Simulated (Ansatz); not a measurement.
SnO2:
```yaml
crystal:
  lattice:
    - [4.82747, 0.00000, 0.00000]
    - [0.00000, 4.82747, 0.00000]
    - [0.00000, 0.00000, 3.23816]
  atoms:
    - { symbol: Sn, position: [0.50000, 0.50000, 0.50000] }
    - { symbol: Sn, position: [0.00000, 0.00000, 0.00000] }
    - { symbol: O, position: [0.19343, 0.80657, 0.50000] }
    - { symbol: O, position: [0.80657, 0.19343, 0.50000] }
    - { symbol: O, position: [0.69343, 0.69343, 0.00000] }
    - { symbol: O, position: [0.30657, 0.30657, 0.00000] }
```

Plane-wave PAW PBE (Ansatz code) gives a gap of 0.68 eV without spin–orbit coupling, maximum at Γ, minimum at Γ.

**Question.** What happens when spin–orbit coupling is switched on?

**Answer.** The gap goes up by 0.01 eV, to 0.69 eV; maximum at Γ, minimum at Γ.

**Question.** Give the electron effective mass with spin–orbit coupling.

**Answer.** 0.16, 0.17, 0.17 mₑ (principal values).

**Question.** Give the hole effective mass with spin–orbit coupling.

**Answer.** 1.9 along z (mₑ).

**Question.** Give the Z2 indices of the occupied bands with spin–orbit coupling.

**Answer.** 0;(000).

Space group P4_2/mnm (rutile). The PBE relaxation kept the symmetry of its start; phonons on a q-mesh show no instability.

Potentials: the later of the program's two PAW sets.
